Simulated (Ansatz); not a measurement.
K$_{2}$RbLaV$_{2}$O$_{8}$:
```
CELL_PARAMETERS angstrom
      6.09238     0.00000     0.00000
     -3.04619     5.27616     0.00000
      0.00000     0.00000     7.77098
ATOMIC_POSITIONS crystal
  K  0.33333 0.66667 0.69293
  K  0.66667 0.33333 0.30707
  Rb 0.00000 0.00000 0.00000
  La 0.00000 0.00000 0.50000
  V  0.33333 0.66667 0.23484
  V  0.66667 0.33333 0.76516
  O  0.33333 0.66667 0.02260
  O  0.66667 0.33333 0.97740
  O  0.17957 0.82043 0.31379
  O  0.82043 0.17957 0.68621
  O  0.17957 0.35915 0.31379
  O  0.82043 0.64085 0.68621
  O  0.64085 0.82043 0.31379
  O  0.35915 0.17957 0.68621
```

Relaxed with r²SCAN. Special points in fractions of this cell's reciprocal vectors: Γ (0.000, 0.000, 0.000); M (0.500, 0.000, 0.000); K (0.333, 0.333, 0.000); A (0.000, 0.000, 0.500); L (0.500, 0.000, 0.500); H (0.333, 0.333, 0.500).

### Question
List the band energies nearest the valence-band maximum at these points for r²SCAN with spin–orbit coupling (plane waves, PAW; program Ansatz).

### Answer
In eV from the valence-band maximum; about four levels below and three above (degenerate sets whole), none deeper than 8.9 eV; points with the same levels are listed once.

```csv
k,below,above
Γ,-0.07 -0.07 -0.04 -0.04,3.89 3.89 3.92 3.92
M,-0.21 -0.21 0.00 0.00,4.12 4.12 4.42 4.42
K,-0.19 -0.19 -0.13 -0.13,4.22 4.22 4.43 4.43
A,-0.05 -0.05 -0.03 -0.03,4.00 4.00 4.03 4.03
L,-0.16 -0.16 -0.14 -0.14,4.20 4.20 4.32 4.32
H,-0.24 -0.24 -0.23 -0.23,4.40 4.40 4.43 4.43
```

Space group P-3m1. The first step of the workflow began from a Materials Project structure, measured or hypothetical; the Crystallography Open Database copy checked does not list it. Its standing as an ambient phase is unchecked. The r²SCAN relaxation kept the symmetry of its start; whether a distortion lowers the energy is not shown. No spin polarisation was allowed. No Hubbard U is applied.

Potentials: the later of the program's two PAW sets.
